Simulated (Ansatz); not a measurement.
## YTe: a fit and a missing row

YTe, Fm-3m, a = 6.164 Å. The structure is a COD entry; whether it is the stable form wasn't checked. Ansatz: r2SCAN, PAW, 500 eV, Γ-centred 12×12×12 mesh on 2 atoms, Gaussian smearing 0.10 eV; no spin polarisation. Symmetry fixes shape and atoms, so the cell is only scaled; pressure is positive in compression.

```
V (Å³/atom) P (GPa)
     25.766    11.11
     26.644     7.64
     27.522     4.68
     28.401     2.16
     29.279     0.02
     30.157    -1.81
     31.036    -3.37
     32.207        ?
```

Problem. Take V0 = 29.279 Å³/atom, count pressures from its P0 = 0.02 GPa, fit the third-order Birch–Murnaghan form to the other rows, and predict the missing pressure.

Solution. With the Eulerian strain f = ½[(V0/V)^(2/3) − 1] and y = (P − P0)/[3f(1 + 2f)^(5/2)], the form is the line y = B0 + 1.5 B0 (B0′ − 4) f. Rows (f, y): 0.04447, 67.2; 0.03244, 66.9; 0.02106, 66.5; 0.01025, 66.2; -0.00975, 65.7; -0.01905, 65.4. Means f = 0.01324, y = 66.317; Σ(Δf)² = 0.002985, ΣΔfΔy = 0.08435; the slope is their ratio. y = 65.94 + 28.25 f GPa, so B0 = 65.9 GPa and B0′ = 4 + 2 × (28.25)/(3 × 65.94) = 4.29. At V = 32.207, f = -0.03078, y = 65.07 and P = -5.11 GPa. The run gave -5.10 GPa, so the fit is 0.01 GPa too low, a small miss on the scale of the series. The form still works here, 22 % of the fitted range beyond its end.

Cost: 8 runs of about 2.4 core-minutes in all, on Arm Neoverse V1 (shared hosts).